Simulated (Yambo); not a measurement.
Convergence of the G0W0 gap of CsHF$_{2}$

G0W0@LDA for CsHF2 (space group I4/mcm, No. 140) in Yambo. Reference settings: 2×2×2 Γ-centred k mesh, 207 bands and a 7 Ry block in the screening, 207 bands in G with the Bruneval-Gonze terminator, plasmon pole fitted at 27.2 eV. The LDA gap Γ → Γ on this mesh is 6.30 eV; G0W0 gaps are taken between the same points.

```json
[
 {"change from the reference": "reference settings", "G0W0 gap Γ → Γ (eV)": "10.20", "shift of the valence edge (eV)": "-2.48", "rough Yambo cost": "1"},
 {"change from the reference": "114 bands in W, 114 bands in G", "G0W0 gap Γ → Γ (eV)": "10.29", "shift of the valence edge (eV)": "-2.42", "rough Yambo cost": "within a factor of two"},
 {"change from the reference": "50 bands in W, 50 bands in G, 6 Ry block", "G0W0 gap Γ → Γ (eV)": "10.96", "shift of the valence edge (eV)": "-2.56", "rough Yambo cost": "about 1/4"},
 {"change from the reference": "78 bands in W, 78 bands in G, 3 Ry block", "G0W0 gap Γ → Γ (eV)": "10.96", "shift of the valence edge (eV)": "-2.98", "rough Yambo cost": "about 1/3"},
 {"change from the reference": "78 bands in W, 78 bands in G, 2 Ry block", "G0W0 gap Γ → Γ (eV)": "11.13", "shift of the valence edge (eV)": "-3.18", "rough Yambo cost": "about 1/3"},
 {"change from the reference": "78 bands in W, 78 bands in G, 4 Ry block", "G0W0 gap Γ → Γ (eV)": "10.68", "shift of the valence edge (eV)": "-2.66", "rough Yambo cost": "about 1/3"},
 {"change from the reference": "114 bands in W, 114 bands in G, 2 Ry block", "G0W0 gap Γ → Γ (eV)": "10.90", "shift of the valence edge (eV)": "-3.14", "rough Yambo cost": "about 1/2"},
 {"change from the reference": "114 bands in W, 114 bands in G, 4 Ry block", "G0W0 gap Γ → Γ (eV)": "10.48", "shift of the valence edge (eV)": "-2.64", "rough Yambo cost": "about 1/2"},
 {"change from the reference": "114 bands in W, 114 bands in G, 6 Ry block", "G0W0 gap Γ → Γ (eV)": "10.31", "shift of the valence edge (eV)": "-2.44", "rough Yambo cost": "within a factor of two"},
 {"change from the reference": "161 bands in W, 161 bands in G, 3 Ry block", "G0W0 gap Γ → Γ (eV)": "10.64", "shift of the valence edge (eV)": "-2.96", "rough Yambo cost": "within a factor of two"},
 {"change from the reference": "3 Ry block", "G0W0 gap Γ → Γ (eV)": "10.60", "shift of the valence edge (eV)": "-2.97", "rough Yambo cost": "within a factor of two"},
 {"change from the reference": "4 Ry block", "G0W0 gap Γ → Γ (eV)": "10.35", "shift of the valence edge (eV)": "-2.68", "rough Yambo cost": "within a factor of two"},
 {"change from the reference": "114 bands in W, 114 bands in G, no terminator", "G0W0 gap Γ → Γ (eV)": "10.17", "shift of the valence edge (eV)": "-2.16", "rough Yambo cost": "within a factor of two"},
 {"change from the reference": "161 bands in W, 161 bands in G, no terminator", "G0W0 gap Γ → Γ (eV)": "10.10", "shift of the valence edge (eV)": "-2.23", "rough Yambo cost": "within a factor of two"},
 {"change from the reference": "no terminator", "G0W0 gap Γ → Γ (eV)": "10.09", "shift of the valence edge (eV)": "-2.29", "rough Yambo cost": "within a factor of two"}
]
```

The reference isn't shown to be the converged limit. Costs are rough (shared machines), scaled to the same edge states, and given only for runs that recompute the screening.

Geometry of the Materials Project entry, not relaxed at this level; primitive cell a = 5.8142 Å, b = 5.8142 Å, c = 5.8142 Å, α = 116.57°, β = 116.57°, γ = 96.04°.

The structure is a Materials Project entry; no match was found in the copy of COD used, and its stability was not checked.

A shift is the quasiparticle energy of the state minus its LDA energy.
